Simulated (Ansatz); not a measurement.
BaMg2FeH8:
```
BaMg2FeH8
1.0
    4.53296     0.00000     0.00000
   -2.26648     3.92566     0.00000
    0.00000     0.00000     6.91063
Ba Mg Fe H
1 2 1 8
Direct
  0.00000   0.00000   0.50000
  0.66667   0.33333   0.88895
  0.33333   0.66667   0.11105
  0.00000   0.00000   0.00000
  0.31948   0.15974   0.13533
  0.68052   0.84026   0.86467
  0.84026   0.15974   0.13533
  0.15974   0.84026   0.86467
  0.84026   0.68052   0.13533
  0.15974   0.31948   0.86467
  0.66667   0.33333   0.61239
  0.33333   0.66667   0.38761
```

Relaxed with r²SCAN.

Question: Map the electron localisation function on the plane through (0.000, 0.000, 0.500) spanned by u = [0, 0, 1] and v = [1, -1, 0] in lattice vectors, from plane-wave PAW r²SCAN (Ansatz code).

Answer: x is the fraction of u, y of v (the angle between them is 90°; rows are the nearest grid lines); atoms in the plane: Ba at (0.00, 0.00), Mg at (0.39, 0.67), Mg at (0.61, 0.33), Fe at (0.50, 0.00), H at (0.64, 0.84), H at (0.36, 0.16), H at (0.11, 0.67), H at (0.89, 0.33).
```
y \ x   0.000  0.0857  0.171  0.286  0.371  0.457  0.543  0.629  0.714  0.829  0.914   1.00
------  -----  ------  -----  -----  -----  -----  -----  -----  -----  -----  -----  -----
1.00    0.000   0.701  0.658  0.199  0.280  0.774  0.774  0.280  0.199  0.658  0.701  0.000
0.923   0.719   0.878  0.373  0.263  0.201  0.433  0.215  0.379  0.562  0.362  0.885  0.719
0.846   0.678   0.324  0.044  0.239  0.383  0.318  0.673  0.997  0.980  0.036  0.507  0.678
0.769   0.165   0.760  0.861  0.038  0.064  0.042  0.704  0.969  0.896  0.018  0.021  0.165
0.692   0.989    1.00   1.00  0.129  0.282  0.431  0.029  0.077  0.038  0.008  0.255  0.989
0.615   0.966    1.00  0.998  0.065  0.423  0.341  0.044  0.079  0.041  0.009  0.138  0.966
0.538   0.141   0.774  0.720  0.046  0.023  0.045  0.133  0.121  0.062  0.028  0.029  0.141
0.462   0.141   0.029  0.028  0.062  0.121  0.133  0.045  0.023  0.046  0.720  0.774  0.141
0.385   0.966   0.138  0.009  0.041  0.079  0.044  0.341  0.423  0.065  0.998   1.00  0.966
0.308   0.989   0.255  0.008  0.038  0.077  0.029  0.431  0.282  0.129   1.00   1.00  0.989
0.231   0.165   0.021  0.018  0.896  0.969  0.704  0.042  0.064  0.038  0.861  0.760  0.165
0.154   0.678   0.507  0.036  0.980  0.997  0.673  0.318  0.383  0.239  0.044  0.324  0.678
0.0769  0.719   0.885  0.362  0.562  0.379  0.215  0.433  0.201  0.263  0.373  0.878  0.719
0.000   0.000   0.701  0.658  0.199  0.280  0.774  0.774  0.280  0.199  0.658  0.701  0.000
```

The density is the valence pseudo-density with augmentation charge, so density and ELF within about 1 Å of a nucleus are not all-electron values.

Space group P-3m1. The workflow started from a Materials Project entry (that database holds measured and hypothetical structures alike); the Crystallography Open Database copy checked does not list it. Whether it is the stable phase at ambient conditions was not checked. The cell was relaxed with r²SCAN under the symmetry of its start; its stability against distortions is not shown here. No spin polarisation was allowed. Scalar-relativistic: spin–orbit coupling is off unless named, which matters more the heavier the elements.

Potentials: the later of the program's two PAW sets.
